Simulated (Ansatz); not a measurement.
Data:

GeSe:
```cif
data_Ge4Se4
_chemical_formula_sum 'Ge4 Se4'
_space_group_name_H-M_alt 'Pnma'
_space_group_IT_number 62
_space_group_name_Hall '-P 2ac 2n'
_cell_length_a 10.62833
_cell_length_b 3.83188
_cell_length_c 4.20199
_cell_angle_alpha 90.000
_cell_angle_beta 90.000
_cell_angle_gamma 90.000
loop_
_atom_site_label
_atom_site_type_symbol
_atom_site_symmetry_multiplicity
_atom_site_Wyckoff_symbol
_atom_site_fract_x
_atom_site_fract_y
_atom_site_fract_z
_atom_site_occupancy
Ge1 Ge 4 c 0.11938 0.25000 0.10558 1
Se1 Se 4 c 0.35634 0.25000 0.00801 1
```

This is the LDA-relaxed structure.

Question: All from the program Ansatz at the LDA level (PAW), unless another level is named. Give the Debye temperature from the elastic constants.

Answer: 248 K.

Question: Predict the highest zone-centre frequency (without LO–TO term).

Answer: 214 cm^-1.

The cell was relaxed with LDA under the symmetry of its start. A crystal of weakly bound layers computed without a dispersion correction: the cell and the soft elastic constants depend strongly on that.

Potentials: the earlier of the program's two PAW sets. The files were generated under PBE; for other functionals the program regenerates the frozen cores, and for LDA and PBEsol the local potential too.
